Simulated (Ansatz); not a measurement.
# Does relaxation matter for the field gradients of CdSe with oxygen replacing Se?

Start: a supercell of CdSe (wurtzite type, P6_3mc) built from a COD entry (the entry's cell lengths or inner coordinates differ somewhat from later room-temperature determinations), with all atoms left at the host's positions.

Space group P3m1 (No. 156); a = 8.6000, c = 14.0400 Å, γ = 120.00°.

```
site  Wyckoff  site symmetry       x       y       z
 Cd1       1a            3m.  0.0000  0.0000  0.0000
 Cd2       1a            3m.  0.0000  0.0000  0.5000
 Cd3       3d            .m.  0.0000  0.5000  0.0000
 Cd4       3d            .m.  0.0000  0.5000  0.5000
 Cd9       3d            .m.  0.1667  0.8333  0.2500
Cd10       3d            .m.  0.1667  0.8333  0.7500
Cd15       1c            3m.  0.6667  0.3333  0.2500
Cd16       1c            3m.  0.6667  0.3333  0.7500
   O       1a            3m.  0.0000  0.0000  0.1925
Se18       1a            3m.  0.0000  0.0000  0.6925
Se19       3d            .m.  0.0000  0.5000  0.1925
Se20       3d            .m.  0.0000  0.5000  0.6925
Se25       3d            .m.  0.1667  0.8333  0.4425
Se26       3d            .m.  0.1667  0.8333  0.9425
Se31       1c            3m.  0.6667  0.3333  0.4425
Se32       1c            3m.  0.6667  0.3333  0.9425
```

One atom of each set is listed.

All values are calculated (Ansatz; DFT, PBE, plane waves and PAW, scalar-relativistic, 420 eV cutoff, Γ-centred 3×3×2 k-points, Fermi–Dirac smearing 0.01 eV), not measured.

The largest force at the start is 1.5 eV/Å. Relaxing the ions at fixed cell moves them by 0.421 Å at most (atom 1, Cd) and 0.147 Å rms.

```csv
site,moved (Å),first shell before,first shell after,V_zz before (10²¹ V/m²),η before
Cd1,0.421,3 Se at 2.61 Å; also 1 O at 2.70 Å,"1 O at 2.27 Å, 3 Se at 2.68 Å",8.70,0.00
Cd2,0.096,4 Se at 2.61–2.70 Å,4 Se at 2.63–2.65 Å,3.07,0.00
Cd3,0.065,4 Se at 2.61–2.70 Å,4 Se at 2.64–2.65 Å,2.99,0.02
Cd4,0.053,4 Se at 2.61–2.70 Å,4 Se at 2.64–2.68 Å,3.05,0.01
Cd9,0.318,3 Se at 2.61–2.70 Å; also 1 O at 2.61 Å,"1 O at 2.30 Å, 3 Se at 2.68–2.72 Å",5.27,0.69
Cd10,0.118,4 Se at 2.61–2.70 Å,4 Se at 2.64–2.67 Å,3.12,0.01
Cd16,0.061,4 Se at 2.61–2.70 Å,4 Se at 2.65–2.66 Å,2.95,0.00
O,0.016,4 Cd at 2.61–2.70 Å,4 Cd at 2.27–2.30 Å,-1.01,0.00
Se18,0.020,4 Cd at 2.61–2.70 Å,4 Cd at 2.63–2.64 Å,-1.61,0.00
Se19,0.031,4 Cd at 2.61–2.70 Å,4 Cd at 2.64–2.72 Å,2.78,0.75
Se20,0.075,4 Cd at 2.61–2.70 Å,4 Cd at 2.65–2.68 Å,-1.44,0.02
Se25,0.156,4 Cd at 2.61–2.70 Å,4 Cd at 2.65–2.68 Å,-1.23,0.21
Se26,0.103,4 Cd at 2.61–2.70 Å,4 Cd at 2.65–2.68 Å,-1.35,0.77
Se31,0.036,4 Cd at 2.61–2.70 Å,4 Cd at 2.64–2.67 Å,-1.54,0.00
Se32,0.103,4 Cd at 2.61–2.70 Å,4 Cd at 2.64–2.66 Å,-1.38,0.00
```

Question: How do the gradients change?

Answer: 

```csv
site,V_zz after,η after,change of V_zz
Cd1,-3.36,0.00,-12.06
Cd2,-1.52,0.00,-4.59
Cd3,1.20,0.66,–
Cd4,1.12,0.26,-1.93
Cd9,-3.40,0.55,-8.67
Cd10,-1.18,0.10,–
Cd16,1.48,0.00,-1.47
O,-0.88,0.00,+0.13
Se18,1.92,0.00,+3.53
Se19,7.83,0.43,+5.05
Se20,2.18,0.00,+3.62
Se25,4.56,0.25,–
Se26,5.38,0.56,–
Se31,-0.97,0.00,+0.57
Se32,1.08,0.00,+2.46
```

The largest change of V_zz along a kept axis is on Cd1, from 8.70 to -3.36. In per cent, |V_zz| changes by -63 to -50 on Cd, -13 on O, -37 to +181 on Se (all sites that start above 0.5, bar those whose gradient vanishes or changes sign or whose main axis turns by over 40°). Where |V_zz| stays above 0.1 and the axes keep their order, η moves most on Se19, from 0.75 to 0.43. V_zz changes sign on Cd1 (same axis), Cd9 (axis turned by 12°), Cd2 (same axis), Se18 (same axis), Se20 (axis turned by 18°), Se32 (same axis). On Cd10, Cd3, Se26, Se25 the largest principal value lies along another axis in the second run, so the two V_zz can't be compared directly. The table leaves out 1 of the 16 sites, with |V_zz| up to 3.10; their tensors move by 1.80 at most along any direction. The statements above cover all sites. The host's own positions weren't relaxed first, so part of the change far from the defect can be the host's relaxation.

The defect repeats with the cell of 32 atoms, so it feels its images: sites between two images don't show the values beside a lone defect, and zeros or small values of η there can come from the images' arrangement. Cd and Se carry a gradient in the pure host already, so the values there aren't the defect's effect alone. Without spin–orbit coupling (the program notes it for Cd) the gradients can shift somewhat, as the gap is small.
Before: The neighbours have not yet relaxed around the defect (largest force 1.5 eV/Å), so a real crystal will differ.
After: The relaxation keeps the site symmetry 3m of the start, so the impurity can move only along its axis; a start off the site could end lower. With a gap of 0.3 eV on this mesh, small gradients can still move by 0.1 × 10²¹ V/m² or more as the k-mesh gets denser.
